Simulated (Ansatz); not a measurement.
# K: energy along a strain

K, Im-3m, a = 5.236 Å (as given, not relaxed at this level: 0.0 GPa). Ansatz: PBEsol, PAW, 420 eV, Γ-centred 14×14×14 mesh on 1 atom, Gaussian smearing 0.15 eV; no spin polarisation. Cell vectors (Å): -2.618 2.618 2.618; 2.618 -2.618 2.618; 2.618 2.618 -2.618. The cell is strained by x per cent times the pattern (0 1 0 0 0 0) in the order xx yy zz yz xz xy (engineering shears), with fractional coordinates held. y is the free energy over the start, V0 = 71.774 Å³/atom.

| x (%) | y (meV/atom) |
| --- | --- |
| -4.00 | ? |
| -3.00 | 0.32 |
| -2.00 | 0.01 |
| -1.00 | -0.10 |
| 0.00 | 0.00 |
| 1.00 | 0.28 |
| 2.00 | 0.73 |
| 3.00 | 1.35 |
| 3.50 | 1.71 |
| 4.00 | 2.11 |

Fit y = c1 x + c2 x² + c3 x³ to the other rows, get the stiffness along the pattern, and predict the missing energy.

Least squares on the rows shown. y = 0.1895 x + 0.09264 x² − 0.002032 x³. The clamped-ion stiffness p·C·p = 2 × 0.9264 eV × 160.2 / 71.774 Å³ = 4.1 GPa, which is C22 in these axes (C11 of the cubic crystal); c1 is there for the stress left in the start, which by itself gives a slope of 0.19 meV/atom per %. At x = -4.00 the fit asked for gives 0.85 meV/atom. The run gave 0.86 meV/atom, so the fit is 0.01 meV/atom too low, a small miss on the scale of the series.